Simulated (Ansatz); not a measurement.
Input, command and steps of an Ansatz relaxation.

```yaml
crystal:
  lattice:
    - [2.3269530975, -2.2487854568, 0.0167113816]
    - [2.3269530975, 2.2487854568, 0.0167113816]
    - [-1.1484433689, 0.0, 4.6806264103]
  atoms:
    - { symbol: Mg, position: [0.8085130078, 0.8085130078, 0.2017959147] }
    - { symbol: Mg, position: [0.1914869922, 0.1914869922, 0.7982040853] }
    - { symbol: C, position: [0.2974967844, 0.2974967844, 0.2616501727] }
    - { symbol: C, position: [0.7025032156, 0.7025032156, 0.7383498273] }
    - { symbol: C, position: [0.5, 0.5, 0.5] }
basis:
  ecutwfc: 420
kpoints:
  mp_grid: { grid: [8, 8, 6] }
hamiltonian:
  xc: pbesol
scf:
  occupations: { method: gaussian, width: 0.02 }
output:
  forces: true
  stress: true
  eigenvalues: true
relax:
  adjacent_minimum: "off"
  f_tol: 0.01
  max_steps: 30
  cell: { stress_tol: 0.1, fix: [volume] }
```

```bash
ansatz run input.yaml --threads 1 --pin off --max-ram 2560MiB --backend cpu --events-out ev --progress --plain --runs-dir out
```

Theory: DFT PBEsol, scalar-relativistic, plane waves, PAW in Ansatz.

The volume is held at 0.91 times that of the relaxed cell.

Of 7 frames 6 are shown, positions in Å and forces in eV/Å; the SCF threshold varies from step to step. Steps run on the plane waves of an earlier cell, with a Pulay correction in the pressure. The basis is chosen afresh for the last frame, the zero of the energies, and at times for earlier ones too; energy and pressure step there, also at an unchanged geometry.

```xyz
5
Lattice="2.3270 -2.2488 0.0167 2.3270 2.2488 0.0167 -1.1484 0.0000 4.6806" Properties=species:S:1:pos:R:3:forces:R:3 pbc="T T T" step=1 free_energy_over_end_meV_per_atom=1.38 pressure_GPa=14.19
Mg    3.5310    0.0000    0.9716   -0.0049    0.0000    0.0389
Mg   -0.0255    0.0000    3.7425    0.0049    0.0000   -0.0389
C     1.0840    0.0000    1.2346   -0.3371    0.0000   -0.5218
C     2.4214    0.0000    3.4794    0.3371    0.0000    0.5218
C     1.7527    0.0000    2.3570    0.0000    0.0000    0.0000
5
Lattice="2.3264 -2.2457 0.0235 2.3264 2.2457 0.0235 -1.1345 0.0000 4.6849" Properties=species:S:1:pos:R:3:forces:R:3 pbc="T T T" step=2 free_energy_over_end_meV_per_atom=0.11 pressure_GPa=13.09
Mg    3.5332    0.0000    0.9834   -0.0091    0.0000    0.0528
Mg   -0.0148    0.0000    3.7485    0.0091    0.0000   -0.0528
C     1.0850    0.0000    1.2379   -0.0714    0.0000   -0.1124
C     2.4334    0.0000    3.4941    0.0714    0.0000    0.1124
C     1.7592    0.0000    2.3660    0.0000    0.0000    0.0000
5
Lattice="2.3273 -2.2456 0.0226 2.3273 2.2456 0.0226 -1.1368 0.0000 4.6836" Properties=species:S:1:pos:R:3:forces:R:3 pbc="T T T" step=3 free_energy_over_end_meV_per_atom=0.00 pressure_GPa=12.80
Mg    3.5332    0.0000    0.9860   -0.0025    0.0000    0.0068
Mg   -0.0153    0.0000    3.7429    0.0025    0.0000   -0.0068
C     1.0835    0.0000    1.2345   -0.0033    0.0000    0.0195
C     2.4344    0.0000    3.4944    0.0033    0.0000   -0.0195
C     1.7589    0.0000    2.3644    0.0000    0.0000    0.0000
5
Lattice="2.3278 -2.2453 0.0234 2.3278 2.2453 0.0234 -1.1354 0.0000 4.6831" Properties=species:S:1:pos:R:3:forces:R:3 pbc="T T T" step=4 free_energy_over_end_meV_per_atom=-0.01 pressure_GPa=12.79
Mg    3.5339    0.0000    0.9876    0.0005    0.0000    0.0024
Mg   -0.0137    0.0000    3.7423   -0.0005    0.0000   -0.0024
C     1.0835    0.0000    1.2357   -0.0033    0.0000    0.0089
C     2.4367    0.0000    3.4942    0.0033    0.0000   -0.0089
C     1.7601    0.0000    2.3649    0.0000    0.0000    0.0000
5
Lattice="2.3278 -2.2453 0.0234 2.3278 2.2453 0.0234 -1.1354 0.0000 4.6831" Properties=species:S:1:pos:R:3:forces:R:3 pbc="T T T" step=5 free_energy_over_end_meV_per_atom=0.01 pressure_GPa=12.78
Mg    3.5339    0.0000    0.9876    0.0005    0.0000    0.0024
Mg   -0.0137    0.0000    3.7423   -0.0005    0.0000   -0.0024
C     1.0835    0.0000    1.2357   -0.0032    0.0000    0.0090
C     2.4367    0.0000    3.4942    0.0032    0.0000   -0.0090
C     1.7601    0.0000    2.3649    0.0000    0.0000    0.0000
5
Lattice="2.3296 -2.2457 0.0238 2.3296 2.2457 0.0238 -1.1354 0.0000 4.6784" Properties=species:S:1:pos:R:3:forces:R:3 pbc="T T T" step=7 free_energy_over_end_meV_per_atom=0.00 pressure_GPa=12.78
Mg    3.5358    0.0000    0.9878    0.0067    0.0000    0.0059
Mg   -0.0120    0.0000    3.7383   -0.0067    0.0000   -0.0059
C     1.0820    0.0000    1.2358    0.0017    0.0000    0.0058
C     2.4417    0.0000    3.4903   -0.0017    0.0000   -0.0058
C     1.7619    0.0000    2.3630    0.0000    0.0000    0.0000
```

It took 74 s on 1 thread of Arm Neoverse N1 (shared host), peak memory 0.37 GiB.